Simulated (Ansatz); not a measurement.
HfB₂ in space group P6/mmm (No. 191; Hf on 1a, B on 2d) at seven volumes, r²SCAN in the plane-wave PAW code Ansatz, shape and atoms relaxed at each. One row is withheld.

```csv
V (Å³/atom),P (GPa)
8.992,28.87
9.288,?
9.585,8.24
9.881,0.00
10.178,-7.12
10.474,-13.27
10.770,-18.58
```

Problem. Fit the shown pressures and predict the withheld one.

Solution. P = (3/2)B₀(x^(7/2) − x^(5/2))[1 + (3/4)(B′ − 4)(x − 1)] with x = (V₀/V)^(2/3). Least squares on the six rows gives V₀ = 9.881 Å³/atom, B₀ = 255 GPa, B′ = 3.88. At V = 9.288, x = 1.0421 and P = 17.80 GPa. The run itself gave 17.79 GPa.

The r²SCAN relaxation kept the symmetry of its start; of distortions, only those at the zone centre were tested. No spin polarisation was allowed. Scalar-relativistic: spin–orbit coupling is off unless named, which matters more the heavier the elements.

Potentials: the later of the program's two PAW sets.
